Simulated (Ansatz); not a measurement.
Method: DFT PBE, scalar-relativistic, plane waves, PAW (Ansatz 0.2.0). Settings: cutoff 420 eV, Γ-centred meshes spaced at most about 0.3 Å⁻¹, and about 0.25 Å⁻¹ or finer for metals (2π included), Gaussian smearing. No spin polarisation in the final relaxations.

All energies are static (0 K, no zero-point motion).

Compare these two cells of Ca2SiN2, each relaxed at this level.

A.

```cif
data_structure
_symmetry_space_group_name_H-M 'R-3m:H'
_symmetry_Int_Tables_number 166
_cell_length_a 3.0876
_cell_length_b 3.0876
_cell_length_c 25.7137
_cell_angle_alpha 90.000
_cell_angle_beta 90.000
_cell_angle_gamma 120.000
_cell_volume 212.30
loop_
_atom_site_label
_atom_site_type_symbol
_atom_site_symmetry_multiplicity
_atom_site_Wyckoff_symbol
_atom_site_fract_x
_atom_site_fract_y
_atom_site_fract_z
_atom_site_occupancy
Ca1 Ca 6 c 0.00000 0.00000 0.76936 1
Si1 Si 3 a 0.00000 0.00000 0.00000 1
N1 N 6 c 0.66667 0.33333 0.70535 1
```

B.

```cif
data_structure
_symmetry_space_group_name_H-M 'P4/mbm'
_symmetry_Int_Tables_number 127
_cell_length_a 6.2121
_cell_length_b 6.2121
_cell_length_c 3.4607
_cell_angle_alpha 90.000
_cell_angle_beta 90.000
_cell_angle_gamma 90.000
_cell_volume 133.55
loop_
_atom_site_label
_atom_site_type_symbol
_atom_site_symmetry_multiplicity
_atom_site_Wyckoff_symbol
_atom_site_fract_x
_atom_site_fract_y
_atom_site_fract_z
_atom_site_occupancy
Ca1 Ca 4 h 0.64687 0.14687 0.50000 1
Si1 Si 2 a 0.00000 0.00000 0.00000 1
N1 N 4 g 0.17773 0.67773 0.00000 1
```

Question: Which is lower in energy, and by how much?

Answer: A is lower, by 82 meV/atom. A has space group R-3m (No. 166), 14.2 Å³/atom and no gap on its mesh; B has space group P4/mbm (No. 127), 13.4 Å³/atom and no gap. Counting N atoms around Ca and Si (those within 1.25 times the shortest such distance or 1.15 times the sum of covalent radii, 1.27 where that leaves under three; a plus sign parts nearer from farther groups; the shortest distance is added where it exceeds 1.18 times the sum of covalent radii), A has Ca 3, Si 6 and B has Ca 2+4, Si 4 from 2.3 Å. The lower one is the more open, so pressure narrows the difference. Both come from invented guesses.

A magnetic state wasn't ruled out in cells without spin, among them P4/mbm. Cells relaxed within their symmetry can be saddle points.
